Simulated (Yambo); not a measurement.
How GW settings move the gap: CsHgF₃

G0W0@LDA for CsHgF$_{3}$ (cubic perovskite, space group Pm-3m, No. 221) in Yambo. Reference settings: 4×4×4 Γ-centred k mesh, bands 5 to 147 and a 7 Ry block in the screening, 147 bands in G with the Bruneval-Gonze terminator, plasmon pole fitted at 27.2 eV. The LDA gap R → Γ on this mesh is 0.45 eV; G0W0 gaps are taken between the same points.

```json
[
 {"change from the reference": "reference settings", "G0W0 gap R → Γ (eV)": "2.47", "shift of the valence edge (eV)": "-1.00", "rough Yambo cost": "1"},
 {"change from the reference": "85 bands in W, 85 bands in G", "G0W0 gap R → Γ (eV)": "2.68", "shift of the valence edge (eV)": "-0.94", "rough Yambo cost": "within a factor of two"},
 {"change from the reference": "wavefunctions cut at 10 Ry", "G0W0 gap R → Γ (eV)": "1.28", "shift of the valence edge (eV)": "0.30", "rough Yambo cost": "within a factor of two"},
 {"change from the reference": "wavefunctions cut at 30 Ry", "G0W0 gap R → Γ (eV)": "2.40", "shift of the valence edge (eV)": "-0.93", "rough Yambo cost": "within a factor of two"},
 {"change from the reference": "wavefunctions cut at 50 Ry", "G0W0 gap R → Γ (eV)": "2.47", "shift of the valence edge (eV)": "-1.00", "rough Yambo cost": "within a factor of two"},
 {"change from the reference": "42 bands in W, 42 bands in G, 4 Ry block", "G0W0 gap R → Γ (eV)": "3.53", "shift of the valence edge (eV)": "-1.23", "rough Yambo cost": "about 1/4"},
 {"change from the reference": "42 bands in W, 42 bands in G, 2 Ry block", "G0W0 gap R → Γ (eV)": "3.96", "shift of the valence edge (eV)": "-1.70", "rough Yambo cost": "about 1/4"},
 {"change from the reference": "60 bands in W, 60 bands in G, 4 Ry block", "G0W0 gap R → Γ (eV)": "3.07", "shift of the valence edge (eV)": "-1.10", "rough Yambo cost": "about 1/4"},
 {"change from the reference": "60 bands in W, 60 bands in G, 3 Ry block", "G0W0 gap R → Γ (eV)": "3.11", "shift of the valence edge (eV)": "-1.15", "rough Yambo cost": "about 1/3"},
 {"change from the reference": "85 bands in W, 85 bands in G, 4 Ry block", "G0W0 gap R → Γ (eV)": "2.74", "shift of the valence edge (eV)": "-1.06", "rough Yambo cost": "within a factor of two"},
 {"change from the reference": "116 bands in W, 116 bands in G, 6 Ry block", "G0W0 gap R → Γ (eV)": "2.54", "shift of the valence edge (eV)": "-0.98", "rough Yambo cost": "within a factor of two"},
 {"change from the reference": "6 Ry block", "G0W0 gap R → Γ (eV)": "2.47", "shift of the valence edge (eV)": "-1.01", "rough Yambo cost": "within a factor of two"},
 {"change from the reference": "2×2×2 mesh", "G0W0 gap R → Γ (eV)": "2.47", "shift of the valence edge (eV)": "-0.91", "rough Yambo cost": "about 1/10"},
 {"change from the reference": "85 bands in W, 85 bands in G, no terminator", "G0W0 gap R → Γ (eV)": "2.50", "shift of the valence edge (eV)": "-0.57", "rough Yambo cost": "within a factor of two"},
 {"change from the reference": "116 bands in W, 116 bands in G, no terminator", "G0W0 gap R → Γ (eV)": "2.34", "shift of the valence edge (eV)": "-0.62", "rough Yambo cost": "within a factor of two"}
]
```

The reference isn't shown to be the converged limit. Costs are rough (shared machines), scaled to the same edge states, and given only for runs that recompute the screening.

Spin-orbit coupling is left out, which matters for elements this heavy: edges can move by tenths of an eV. The cell is held in this high symmetry; tilts and polar distortions were not searched.

Geometry of the Materials Project entry, not relaxed at this level; primitive cell a = b = c = 4.5954 Å, α = β = γ = 90.00°.

A shift is the quasiparticle energy of the state minus its LDA energy.
